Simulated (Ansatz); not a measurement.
ZnSe (zinc blende)

```xyz
2
Lattice="0.0000 2.8665 2.8665 2.8665 0.0000 2.8665 2.8665 2.8665 0.0000" Properties=species:S:1:pos:R:3 pbc="T T T"
Se     4.2998     4.2998     4.2998
Zn     0.0000     0.0000     0.0000
```

Level of theory: PBE (plane waves to 420 eV, PAW, scalar-relativistic; Ansatz, a quantum-chemistry and plane-wave program). DFPT wavenumbers on a 10×10×10 k mesh, in cm⁻¹; i marks imaginary ones, q is in fractions of the reciprocal vectors of the cell shown, and the three acoustic modes at Γ are left out. The non-analytic (LO-TO) term is not included, so polar modes at Γ have their transverse values. The PAW data are Ansatz's earlier set. ZnSe was relaxed with its symmetry unable to fall.

Question: Is the structure dynamically stable at Γ, L = (0.5, 0.0, 0.0), X = (0.5, 0.5, 0.0)?

Answer: No imaginary mode at these points (lowest 54 cm⁻¹ at L = (0.5, 0.0, 0.0)); other wave vectors were not tested.

Question: List the wavenumbers at Γ, L = (0.5, 0.0, 0.0), X = (0.5, 0.5, 0.0), with degeneracies.

Answer: 
```
q                             wavenumbers (cm⁻¹)
-------------------  ---------------------------
Γ                                       195 (×3)
L = (0.5, 0.0, 0.0)  54 (×2), 165, 195 (×2), 201
X = (0.5, 0.5, 0.0)  68 (×2), 184, 191, 198 (×2)
```
